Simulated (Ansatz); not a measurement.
La₂O₃:
```
La2O3
1.0
    3.90604     0.00000     0.00000
   -1.95302     3.38273     0.00000
    0.00000     0.00000     6.04034
La O
2 3
Direct
  0.33333   0.66667   0.24537
  0.66667   0.33333   0.75463
  0.00000   0.00000   0.00000
  0.33333   0.66667   0.64601
  0.66667   0.33333   0.35399
```

Plane-wave PAW PBEsol (Ansatz code) gives a gap of 3.77 eV without spin–orbit coupling, maximum on the H–A line, 24 % of the way from H, minimum at K.

### Question
What happens when spin–orbit coupling is switched on?

### Answer
The gap decreases by 0.01 eV, to 3.76 eV; maximum on the H–A line, 23 % of the way from H, minimum at K.

### Question
Give the electron effective mass with spin–orbit coupling.

### Answer
1.3 mₑ (isotropic).

Space group P-3m1 (La2O3 or Ni2Al3 type). The PBEsol relaxation kept the symmetry of its start.

Potentials: the later of the program's two PAW sets.
